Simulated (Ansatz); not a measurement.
Structure optimisation: beryllium, simple cubic

Method: DFT, r2SCAN, plane waves (500 eV) with PAW, scalar-relativistic (Ansatz 0.2.0). (PAW data from PBE, frozen cores regenerated.)

k-point mesh 15×15×15, Fermi-Dirac smearing 0.1 eV, no spin polarisation. Cell and atoms relax.

Starting structure:

```yaml
crystal:
  lattice:
    - [2.061559075, 0.0, 0.0]
    - [0.0, 2.061559075, 0.0]
    - [0.0, 0.0, 2.061559075]
  atoms:
    - { symbol: Be, position: [0.0, 0.0, 0.0] }
hamiltonian:
  xc: r2scan
  pseudopotentials:
    kind: paw
    azcp:
      Be: "pseudopotentials/Be.paw.azcp"
basis:
  ecutwfc: 500
  fft_grid_basis: typed
kpoints:
  mp_grid: { grid: [15, 15, 15], shift: [0, 0, 0] }
magnetization:
  spin_polarized: false
scf:
  occupations: { method: fermi_dirac, width: 0.1 }
relax:
  max_steps: 60
  f_tol: 0.01
  cell: {}
```

**Question.** What cell does the relaxation end in?

**Answer.** Pm-3m with a = 2.171 Å; 10.24 Å³ per atom against 8.76 at the start (16.8 %).

**Question.** How much energy does the relaxation gain?

**Answer.** 63.3 meV per atom.

Path of the relaxation (the plane waves are chosen anew near the end, which can shift the energy a little):

```
step  E − E(final) (meV/atom)  V (Å³/atom)  P (GPa)  max force (eV/Å)
   0                    63.30        8.762    15.39             0.000
   1                    15.45        9.467     6.80             0.000
   2                     0.38       10.111     0.97             0.000
   3                     0.01       10.226     0.08             0.000
   4                     0.01       10.236     0.00             0.000
   5                     0.00       10.236     0.00             0.000
```
